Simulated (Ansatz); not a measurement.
# Calculated field gradients at the nuclei for AlNi under strain

The cell is an entry of the Crystallography Open Database (COD), relaxed with PBE at fixed cell and then changed (z compressed by 2 %, ions relaxed).

```xyz
2
Lattice="2.8810 0.0000 0.0000 0.0000 2.8810 0.0000 0.0000 0.0000 2.8234" Properties=species:S:1:pos:R:3 pbc="T T T"
Al    0.0000    0.0000    0.0000
Ni    1.4405    1.4405    1.4117
```

Sites (sets of like atoms) are named by element and the number of their first atom in this list.

Computed with Ansatz: DFT, PBE, plane waves and PAW, scalar-relativistic, collinear spin, 420 eV cutoff, Γ-centred 16×16×16 k-points, Fermi–Dirac smearing 0.05 eV. Start moments as typed (μB): 1.5 on each Ni, none on the rest.

C_Q = eQV_zz/h, which is 24.18 MHz for Q = 1 b and V_zz = 10²¹ V/m²; η = (V_xx − V_yy)/V_zz. Directions are in the Cartesian axes of the cell vectors above, for the atom listed; none is given where the gradient is under 0.02 or η is above 0.95.

**Question.** What field gradients does the calculation give at each kind of site?

**Answer.** 

```tsv
site	first atom	first shell	V_zz (10²¹ V/m²)	η	direction of V_zz (x, y, z)
Al	1	8 Ni at 2.48 Å, 6 Al at 2.82–2.88 Å	-0.058	0.00	0.00 0.00 1.00
Ni	2	8 Al at 2.48 Å, 6 Ni at 2.82–2.88 Å	-0.42	0.00	0.00 0.00 1.00
```

An axis of threefold or higher order runs through Al and Ni, so V_zz lies along it and η is zero.

The run finds no gap above 0.1 eV (a metal, or nearly one), so the gradients can move by 10 % or more with the k-mesh. With these PAW files V_zz is typically within 2 to 3 % of all-electron values, but misses above 10 % occur on Ni. At this changed cell the PBE pressure is 6 GPa. The start moments die out, and the run ends without spin.

The relaxation (1 step) took 21 s of wall time (20 s of CPU time) and 0.63 GiB at its peak, on 1 thread of Intel Xeon 6975P-C (Granite Rapids) (x86_64; 16 cores open to the job, memory cap 3.0 GiB, no GPU), a shared host with a load of 0.5 a core.
